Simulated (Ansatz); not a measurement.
GeMo$_{2}$N:
```yaml
crystal:
  lattice:
    - [2.95202, 0.00000, 0.00000]
    - [-1.47601, 2.55652, 0.00000]
    - [0.00000, 0.00000, 13.55166]
  atoms:
    - { symbol: Ge, position: [0.33333, 0.66667, 0.75000] }
    - { symbol: Ge, position: [0.66667, 0.33333, 0.25000] }
    - { symbol: Mo, position: [0.33333, 0.66667, 0.09749] }
    - { symbol: Mo, position: [0.66667, 0.33333, 0.59749] }
    - { symbol: Mo, position: [0.66667, 0.33333, 0.90251] }
    - { symbol: Mo, position: [0.33333, 0.66667, 0.40251] }
    - { symbol: N, position: [0.00000, 0.00000, 0.00000] }
    - { symbol: N, position: [0.00000, 0.00000, 0.50000] }
```
The run is spin-polarised; directions of the spins, atom by atom: 0 0 ↑ ↑ ↑ ↑ 0 0.

Relaxed with r²SCAN.

Problem. Give the Bader charges and basin volumes of the independent atoms, r²SCAN in the plane-wave PAW code Ansatz.

Solution. 

```json
[
 {"atom": "Ge1", "Bader charge (e)": "-0.37", "Bader volume (Å³)": "15.7"},
 {"atom": "Mo3", "Bader charge (e)": "+0.92", "Bader volume (Å³)": "13.2"},
 {"atom": "N7", "Bader charge (e)": "-1.47", "Bader volume (Å³)": "9.0"}
]
```

Space group P6_3/mmc. The start of the workflow was typed in or built on a structure type; neither database checked (COD, Materials Project) lists it. Its standing as an ambient phase is unchecked. Symmetry was held in the r²SCAN relaxation; its stability against distortions is not shown here. The final state is ferromagnetic, the only order run, not a proven ground state. Other orbital occupations within this spin state were not tried. No Hubbard U is applied.

Potentials: the earlier of the program's two PAW sets. The files were generated under PBE; for other functionals the program regenerates the frozen cores, and for LDA and PBEsol the local potential too.
